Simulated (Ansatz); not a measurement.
## Ga3Se: how the energy converges with the cutoff

Ga3Se, Pm-3m, a = 4.432 Å. The structure is a Materials Project entry; whether it is the stable form wasn't checked. Ansatz: PBE, PAW, cutoff varied, Γ-centred 10×10×10 mesh on 4 atoms, Gaussian smearing 0.10 eV; no spin polarisation. Single points at one geometry, the cutoff alone changed; ΔE is the energy at zero smearing over the run at 850 eV (runs within 0.3 meV/atom of it are left out). The runs up to 380 eV lie under the cutoff recommended for these PAW datasets.

| cutoff (eV) | ΔE (meV/atom) |
| --- | --- |
| 150 | ? |
| 200 | 6813.06 |
| 250 | 1023.69 |
| 300 | 87.45 |
| 350 | 4.83 |
| 380 | 1.64 |
| 420 | 1.14 |
| 460 | 0.56 |

Question: Assume ΔE falls exponentially with the cutoff, fit y = ln ΔE against x, the cutoff in eV, to the other rows, and predict the missing value.

Answer: y = 8.827, 6.931, 4.471, 1.575, 0.495, 0.131, -0.580. Means x = 337.1, y = 3.1214; Σ(Δx)² = 51743, ΣΔxΔy = -2000; the slope is their ratio. y = 16.15 − 0.03864 x, a factor of ten per 60 eV. At 150 eV this gives ΔE = 31382.32 meV/atom. The run gave 31608.66, a ratio of 0.99. Between neighbouring rows the decay runs from a factor of ten per 40 eV to one per 253 eV, so one exponential is only a rough guide.